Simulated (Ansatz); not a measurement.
Input and command of a plane-wave DFT calculation in Ansatz:

```yaml
crystal:
  lattice:
    - [4.3206346734, 0.0, 0.0]
    - [-2.1603173367, 3.7417793876, 0.0]
    - [0.0, 0.0, 5.364943]
  atoms:
    - { symbol: Mn, position: [0.0, 0.0, 0.252721], spin: 4.01 }
    - { symbol: Mn, position: [0.0, 0.0, 0.747279], spin: 4.01 }
    - { symbol: Mn, position: [0.33333333, 0.66666667, 0.5], spin: 3.0 }
    - { symbol: Sb, position: [0.33333333, 0.66666667, 0.0], spin: -0.14 }
    - { symbol: Sb, position: [0.66666667, 0.33333333, 0.5] }
basis:
  ecutwfc: 500
kpoints:
  mp_grid: { grid: [6, 6, 4] }
hamiltonian:
  xc: r2scan
scf:
  occupations: { method: gaussian, width: 0.1 }
  lower_state_search: "off"
output:
  forces: true
  stress: true
  eigenvalues: true
  populations: true
magnetization:
  spin_polarized: true
relax:
  adjacent_minimum: "off"
  f_tol: 0.04
  max_steps: 70
  cell: { stress_tol: 0.4 }
```

```bash
ansatz run input.yaml --threads 4 --pin off --max-ram 10240MiB --backend cpu --events-out ev --progress --plain --runs-dir out
```

Processor: Arm Neoverse V2, 4 threads, on a host shared with other jobs.

Q: Estimate time, memory and problem size.

A: About 82 s on 4 threads of Arm Neoverse V2, on a shared host, peak memory 0.74 GiB. It solves 52 bands at 21 k points (the mesh reduced by the symmetry that the task leaves, which can be less than the crystal's) with about 2427 plane waves (on the last cell), in 64 SCF iterations over 5 ionic steps.
